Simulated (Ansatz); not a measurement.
## Hf₂Si: from a starting cell to a relaxed one

The start is a relaxed Hf2Si cell, doubled along one cell vector, shaken by Gaussian noise of σ = 0.08 Å a coordinate. The cell and all atomic positions are relaxed at zero pressure with r2SCAN (plane waves to 500 eV, PAW, scalar-relativistic; Ansatz, a first-principles code). First-step values are on the input's coarse k-mesh.

Ansatz input (later rounds restart from its end on a renewed k-mesh):
Ansatz 0.2 input:
```yaml
crystal:
  lattice:
    - [4.865443072, 2.8090648674, 5.7412538448]
    - [-2.432721536, 1.4045324337, 2.8706269224]
    - [0, -2.8090648673, 2.8706269224]
  atoms:
    - { symbol: Hf, position: [0.0993101609, 0.1982328783, 0.1831001921] }
    - { symbol: Hf, position: [0.5867589959, 0.2147019115, 0.2105672237] }
    - { symbol: Hf, position: [0.4112165455, 0.7964121754, 0.7746117873] }
    - { symbol: Hf, position: [0.8997036465, 0.8015918117, 0.8078040575] }
    - { symbol: Si, position: [0.2241300177, 0.5041350085, 0.5027081528] }
    - { symbol: Si, position: [0.7520013534, 0.5144065451, 0.471420804] }
basis: { ecutwfc: 500, ecutrho_ratio: 4, xc_grid: 4, fft_grid_basis: typed }
kpoints: { mp_grid: { grid: [3, 6, 6] } }
hamiltonian:
  xc: r2scan
  dispersion: none
  pseudopotentials: { kind: paw }
scf: { occupations: { method: fermi_dirac, width: 0.05 } }
relax: { f_tol: 0.01, max_steps: 100, cell: { stress_tol: 0.02 } }
output: { forces: true, stress: true }
```

Q: What is the largest force in the starting geometry, and on which atom (counted from 1)?

A: About 1.6 eV/Å, on Si5 (atoms numbered as listed).

Q: How much energy is released per atom?

A: 0.05 eV/atom.

Q: Is the parent structure recovered?

A: It returns to the parent structure, R-3m (No. 166).

Q: How do the shortest distances between atoms change?

A: The closest pairs of elements (up to four, under 3.6 Å), start → end: Hf–Si 2.52 → 2.59 Å; Hf–Hf 2.73 → 2.86 Å.

The end point of the relaxation:

```cif
data_Hf6Si3
_chemical_formula_sum 'Hf6 Si3'
_space_group_name_H-M_alt 'R-3m :H'
_space_group_IT_number 166
_space_group_name_Hall '-R 3 2"'
_cell_length_a 4.86545
_cell_length_b 4.86545
_cell_length_c 8.61190
_cell_angle_alpha 90.000
_cell_angle_beta 90.000
_cell_angle_gamma 120.000
loop_
_atom_site_label
_atom_site_type_symbol
_atom_site_symmetry_multiplicity
_atom_site_Wyckoff_symbol
_atom_site_fract_x
_atom_site_fract_y
_atom_site_fract_z
_atom_site_occupancy
Hf1 Hf 6 c 0.00000 0.00000 0.30132 1
Si1 Si 3 a 0.00000 0.00000 0.00000 1
```
(The calculation used a cell of 3 atoms; values per cell refer to that cell.)

Final values are on a 12×12×12 k-mesh of the relaxed cell. No spin polarisation in the result.

The relaxed structure here is a generated cell of Hf2Si: the first start was made by a random draw of sites in a space group, and the end was not matched to a known phase here, so it may be hypothetical.
